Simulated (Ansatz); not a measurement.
Starting cell, NaI (rock salt):

```xyz
2
Lattice="0.0000 3.2645 3.2645 3.2645 0.0000 3.2645 3.2645 3.2645 0.0000" Properties=species:S:1:pos:R:3 pbc="T T T"
I      0.0000     0.0000     0.0000
Na     3.2645     3.2645     3.2645
```

Scan: atom 1 (I, nearest neighbour Na at 3.265 Å; its periodic images, 4.6 Å or more away, move with it) is displaced along Cartesian [110], direction (0.707, 0.707, 0.000) in Cartesian axes, by s. The other atoms stay.

Computed with PBE (plane waves to 420 eV, PAW, scalar-relativistic; Ansatz, a quantum-chemistry and plane-wave program). k mesh 7×7×7 (Γ-centred), Fermi-Dirac smearing 0.05 eV. F∥ is the force on the atom along that direction. NaI was relaxed with its symmetry unable to fall. Spin-orbit coupling is left out, though I is heavy. 

```csv
s (Å),F∥ (eV/Å)
-0.980,1.268
-0.784,0.915
-0.588,0.600
-0.392,0.348
-0.196,0.156
0.000,0.000
0.196,-0.156
0.392,-0.348
0.588,-0.600
0.784,-0.915
0.980,-1.268
```

What is the force constant k = d²E/ds² of this move at s = 0?

0.76 eV/Å². The forces along the line at the two nearest points give (0.156 − (-0.156)) / (2·0.196) = 0.80 eV/Å²; the next pair corrects for the finite step.

With two atoms in the cell this is the zone-centre optical mode. What wavenumber follows (transverse: no LO-TO term)?

103 cm⁻¹. Reduced mass μ = 19.46 u; ν̃ = 521.5·√(k/μ) with k = 0.76 eV/Å².

(A displaced cell: forces are minus the slopes of the energy, force constants its curvatures, and phonons follow from these.)
